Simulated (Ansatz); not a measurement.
ScCo:
Space group Pm-3m (No. 221); a = b = c = 3.0715 Å, α = β = γ = 90.00°

| atom | site | symmetry | x | y | z |
|---|---|---|---|---|---|
| Sc | 1b | m-3m | 0.5000 | 0.5000 | 0.5000 |
| Co | 1a | m-3m | 0.0000 | 0.0000 | 0.0000 |

Relaxed with PBEsol.

Which orbitals make up the states near the Fermi level in PBEsol (plane waves, PAW; program Ansatz)?

Within 0.5 eV of the Fermi level: Co 3d 58 %, Sc 3d 23 %, Co 4s 7 %, outside the projected shells 6 %. Projections are on Löwdin-orthogonalised atomic valence shells; empty p or d shells of many metals are not among them.

Tabulate the density of states.

States/eV per cell of 2 atoms, in 0.25 eV bins, energy from the Fermi level.

| E (eV) | total | Co 3d | Sc 3d | Co 4s |
|---|---|---|---|---|
| -6.90 | 0.00 | 0.00 | 0.00 | 0.00 |
| -6.65 | 0.05 | 0.00 | 0.00 | 0.02 |
| -6.40 | 0.09 | 0.00 | 0.00 | 0.03 |
| -6.15 | 0.12 | 0.00 | 0.00 | 0.05 |
| -5.90 | 0.15 | 0.00 | 0.00 | 0.06 |
| -5.65 | 0.18 | 0.00 | 0.00 | 0.07 |
| -5.40 | 0.21 | 0.00 | 0.00 | 0.08 |
| -5.15 | 0.24 | 0.00 | 0.01 | 0.10 |
| -4.90 | 0.28 | 0.01 | 0.01 | 0.11 |
| -4.65 | 0.32 | 0.01 | 0.02 | 0.13 |
| -4.40 | 0.37 | 0.02 | 0.03 | 0.15 |
| -4.15 | 0.44 | 0.03 | 0.05 | 0.18 |
| -3.90 | 0.55 | 0.06 | 0.08 | 0.22 |
| -3.65 | 1.08 | 0.22 | 0.29 | 0.36 |
| -3.40 | 1.53 | 0.38 | 0.45 | 0.52 |
| -3.15 | 0.82 | 0.20 | 0.29 | 0.25 |
| -2.90 | 1.08 | 0.50 | 0.37 | 0.13 |
| -2.65 | 3.05 | 1.68 | 0.84 | 0.11 |
| -2.40 | 4.09 | 2.57 | 0.99 | 0.11 |
| -2.15 | 2.67 | 1.96 | 0.50 | 0.04 |
| -1.90 | 2.54 | 2.04 | 0.35 | 0.03 |
| -1.65 | 6.72 | 5.51 | 1.01 | 0.05 |
| -1.40 | 5.38 | 4.47 | 0.66 | 0.08 |
| -1.15 | 7.66 | 6.46 | 0.77 | 0.13 |
| -0.90 | 4.95 | 3.97 | 0.59 | 0.07 |
| -0.65 | 1.93 | 1.22 | 0.39 | 0.05 |
| -0.40 | 0.76 | 0.39 | 0.18 | 0.03 |
| -0.15 | 0.63 | 0.37 | 0.13 | 0.03 |
| 0.10 | 1.09 | 0.71 | 0.23 | 0.07 |
| 0.35 | 1.71 | 0.99 | 0.41 | 0.16 |
| 0.60 | 1.46 | 0.65 | 0.51 | 0.09 |
| 0.85 | 1.71 | 0.58 | 0.79 | 0.06 |
| 1.10 | 1.92 | 0.54 | 1.04 | 0.05 |
| 1.35 | 2.10 | 0.50 | 1.31 | 0.05 |
| 1.60 | 3.18 | 0.70 | 2.15 | 0.05 |
| 1.85 | 2.96 | 0.70 | 2.00 | 0.05 |
| 2.10 | 1.06 | 0.10 | 0.85 | 0.04 |
| 2.35 | 2.62 | 0.25 | 2.11 | 0.08 |
| 2.60 | 1.89 | 0.19 | 1.59 | 0.01 |
| 2.85 | 1.69 | 0.13 | 1.45 | 0.02 |
| 3.10 | 2.07 | 0.14 | 1.78 | 0.03 |
| 3.35 | 1.51 | 0.12 | 1.24 | 0.03 |
| 3.60 | 1.42 | 0.14 | 1.14 | 0.03 |
| 3.85 | 1.76 | 0.18 | 1.42 | 0.03 |
| 4.10 | 4.20 | 0.44 | 3.56 | 0.04 |
| 4.35 | 2.82 | 0.22 | 2.39 | 0.03 |
| 4.60 | 0.94 | 0.08 | 0.69 | 0.03 |
| 4.85 | 0.56 | 0.04 | 0.36 | 0.02 |

The first step of the workflow began from a Materials Project structure, measured or hypothetical; the Crystallography Open Database files this formula in space group No. 221, but the cells were not matched. Its standing as an ambient phase is unchecked. The PBEsol relaxation kept the symmetry of its start; of distortions, only those at the zone centre were tested. The workflow began spin-polarised and lost its moments.

Potentials: the later of the program's two PAW sets.
